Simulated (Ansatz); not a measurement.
Computed properties of AlNi3

AlNi3:
```
CELL_PARAMETERS angstrom
      0.00000     2.80189     2.80189
      2.80189     0.00000     2.80189
      2.80189     2.80189     0.00000
ATOMIC_POSITIONS crystal
  Al 0.50000 0.50000 0.50000
  Ni 0.25000 0.25000 0.25000
  Ni 0.75000 0.75000 0.75000
  Ni 0.00000 0.00000 0.00000
```

Space group Fm-3m (No. 225); conventional cell a = b = c = 5.604 Å, α = β = γ = 90.00°.

Method: plane-wave PAW r²SCAN (Ansatz code). Structure relaxed to zero pressure with the same functional. Other levels are named where they apply.

### Cell and energy

```json
{
  "volume_per_atom": "11.00 Å³",
  "density": "7.66 g/cm³",
  "Formation energy from the elements (no fitted shifts)": "-0.35 eV/atom"
}
```

### Electronic structure

```json
{
  "electronic_character": "metallic (no gap)",
  "Density of states at the Fermi level": "0.59 states/eV per atom (mean over ±0.08 eV)"
}
```

### Mechanics

```json
{
  "Bulk modulus (Birch–Murnaghan fit)": "201 GPa",
  "Pressure derivative B′": "4.5",
  "Elastic constants (relaxed ions, GPa)": "C11 = 187, C12 = 207, C44 = 155",
  "mechanical_stability": "unstable (C has a negative eigenvalue)"
}
```

### Phonons

```json
{
 "highest_zone_centre_frequency": "337 cm⁻¹",
 "zone_centre_stability": "no imaginary mode at Γ"
}
```

### Charges

```json
{
  "bader_charges": "Al +1.94, Ni -0.87 to -0.20 e"
}
```

The workflow started from a Materials Project entry (that database holds measured and hypothetical structures alike); the Crystallography Open Database copy checked does not list it. With Al and Ni taken as one species the cell has the higher symmetry Im-3m, so it may be an ordered model of a mixed-site phase. It is not the phase usual at ambient conditions (space group No. 221). The r²SCAN relaxation kept the symmetry of its start. No spin polarisation was allowed. As this level gives no gap, shear constants depend on the k-mesh and smearing (Fermi–Dirac, 0.1 eV here). As this level gives no gap, phonon frequencies hold no LO–TO term and depend on the k-mesh and smearing (Fermi–Dirac, 0.1 eV here). The references are the lowest solids computed at this level, not always the standard phases.

Potentials: the later of the program's two PAW sets.
